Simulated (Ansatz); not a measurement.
# Structure relaxation, TiC

The start is a generated trial cell of TiC in the AFLOW prototype AB_oP8_62_c_c (B16, as in GeS). Cell shape, volume and atoms are optimised at zero target pressure with r2SCAN (plane waves to 500 eV, PAW, scalar-relativistic; Ansatz, a quantum-chemistry and plane-wave program). The first steps use a coarse 3×8×7 k-mesh.

Starting cell:
```yaml
crystal:
  lattice:
    - [8.34714, 0.00000, 0.00000]
    - [0.00000, 2.91589, 0.00000]
    - [0.00000, 0.00000, 3.43659]
  atoms:
    - { symbol: Ti, position: [0.37500, 0.25000, 0.33300] }
    - { symbol: Ti, position: [0.87500, 0.25000, 0.16700] }
    - { symbol: Ti, position: [0.62500, 0.75000, 0.66700] }
    - { symbol: Ti, position: [0.12500, 0.75000, 0.83300] }
    - { symbol: C, position: [0.13900, 0.25000, 0.38900] }
    - { symbol: C, position: [0.63900, 0.25000, 0.11100] }
    - { symbol: C, position: [0.86100, 0.75000, 0.61100] }
    - { symbol: C, position: [0.36100, 0.75000, 0.88900] }
```

```json
{
 "largest_initial_force": "about 2.6 eV/Å, on C5, C6, C7, C8 (atoms numbered as listed)",
 "energy_released": "0.65 eV/atom",
 "volume_change": "-3.1 %, from 10.46 to 10.13 Å³/atom",
 "Shortest distances (start → end)": "The closest pairs of elements (up to four, under 3.6 Å), start → end: C–Ti 1.98 → 2.16 Å; Ti–Ti 2.79 → 3.06 Å; C–C 2.84 → 3.06 Å",
 "band_gap_at_the_end": "zero (metallic)",
 "optimiser_moves": "11"
}
```

The end point of the relaxation:

```cif
data_C4Ti4
_chemical_formula_sum 'Ti4 C4'
_space_group_name_H-M_alt 'Fm-3m'
_space_group_IT_number 225
_space_group_name_Hall '-F 4 2 3'
_cell_length_a 4.32783
_cell_length_b 4.32783
_cell_length_c 4.32783
_cell_angle_alpha 90.000
_cell_angle_beta 90.000
_cell_angle_gamma 90.000
loop_
_atom_site_label
_atom_site_type_symbol
_atom_site_symmetry_multiplicity
_atom_site_Wyckoff_symbol
_atom_site_fract_x
_atom_site_fract_y
_atom_site_fract_z
_atom_site_occupancy
Ti1 Ti 4 a 0.00000 0.00000 0.00000 1
C1 C 4 b 0.50000 0.50000 0.50000 1
```
(The calculation used a cell of 2 atoms; values per cell refer to that cell.)

Final values are on a 18×18×18 k-mesh of the relaxed cell. No spin polarisation in the result.

The run could not lose the symmetry of its start.
